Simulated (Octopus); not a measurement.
## CdTe (F-43m, No. 216): band energies at special points

CdTe (F-43m, No. 216):
```
CELL_PARAMETERS angstrom
      0.00000     3.28211     3.28211
      3.28211     0.00000     3.28211
      3.28211     3.28211     0.00000
ATOMIC_POSITIONS crystal
  Cd 0.00000 0.00000 0.00000
  Te 0.75000 0.75000 0.75000
```
The cell is a database entry, not relaxed again.

All numbers are Octopus results at the level LDA (grid spacing about 0.14 Å, Γ-centred 6×6×6 k-mesh, Fermi-Dirac smearing of 0.03 eV, no spin polarisation; PseudoDojo 0.4 LDA potentials), not measurements. Spin-orbit coupling is left out.

Energies in eV against the valence band top; 36 electrons a cell outside the pseudopotentials' cores.

| k-point (reduced) | band 14 | band 15 | band 16 | band 17 | band 18 | band 19 | band 20 | band 21 |
|---|---|---|---|---|---|---|---|---|
| Γ (0.000, 0.000, 0.000) | -7.89 | -7.89 | 0.00 | 0.00 | 0.00 | 0.40 | 4.56 | 4.56 |
| X (-0.500, -0.500, 0.000) | -7.86 | -7.47 | -4.20 | -1.76 | -1.76 | 2.53 | 2.56 | 8.41 |
| U (-0.375, -0.375, 0.250) | -7.87 | -7.43 | -4.10 | -2.42 | -1.45 | 2.78 | 4.35 | 7.14 |
| K (-0.375, 0.000, 0.375) | -7.87 | -7.43 | -4.10 | -2.42 | -1.45 | 2.78 | 4.35 | 7.14 |
| L (0.000, 0.000, 0.500) | -7.88 | -7.59 | -4.28 | -0.73 | -0.73 | 1.60 | 5.14 | 5.14 |
| W (-0.500, -0.250, 0.250) | -7.89 | -7.40 | -4.08 | -2.20 | -2.07 | 4.02 | 4.57 | 5.38 |
